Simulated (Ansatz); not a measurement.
BaTiNOF:
```xyz
5
Lattice="3.9848 0.0000 0.0000 0.0000 4.0545 0.0000 0.0000 0.0000 4.1574" Properties=species:S:1:pos:R:3 pbc="T T T"
Ba     1.9924     2.0272     2.0787
Ti     0.0000     0.0000     0.0000
N      1.9924     0.0000     0.0000
F      0.0000     0.0000     2.0787
O      0.0000     2.0272     0.0000
```

Relaxed with r²SCAN.

**Question.** Map the valence electron density (e/Å³), cut off at 1 on the plane through (0.500, 0.500, 0.500) spanned by u = [1, 1, 0] and v = [1, 0, 1] in lattice vectors, from r²SCAN (plane waves, PAW; program Ansatz).

**Answer.** x is the fraction of u, y of v (the angle between them is 61°; rows are the nearest grid lines); atoms in the plane: Ba at (0.00, 0.00), N at (0.50, 0.50), F at (0.50, 0.00), O at (0.00, 0.50).
```
|45899721016999999961012799854|
|55799941003999999992001499975|
|99999962000149999993100026999|
|99999952000013799962100013699|
|79999742000001234431000001257|
|35665431000000011111000000013|
|00011111111111100000000111110|
|11000001123333211000001223321|
|42100001135777532110012357864|
|96310001247999974211112499999|
|99972101249999999842112499999|
|99995211148999999963111399999|
|99999311136999999984111259999|
|99999421124899999994210127999|
|99999421111247999974210001369|
|46875321001123577753110000124|
|12332210000011233332110000011|
|01111100000000111111111111000|
|31000000011111000000013456653|
|75210000013443210000024799997|
|99631000126999731000025999999|
|99962000139999994100026999999|
|57999410029999999930014999755|
|45899721016999999961012799854|
```
Scale: ten equal steps from 0.072 (start of '0') to 1.00 (end of '9'), in the order '0123456789'; x runs from 0.000 to 1.00, y from 0.000 (bottom) to 1.00 (top).

The density is the valence pseudo-density with augmentation charge, so density and ELF within about 1 Å of a nucleus are not all-electron values.

Space group Pmmm. The start of the workflow was typed in or built on a structure type; neither database checked (COD, Materials Project) lists it. Whether it is the stable phase at ambient conditions was not checked. The cell was relaxed with r²SCAN under the symmetry of its start; its stability against distortions is not shown here. The workflow began spin-polarised and lost its moments. Spin–orbit coupling is left out wherever it is not named.

Potentials: the earlier of the program's two PAW sets.
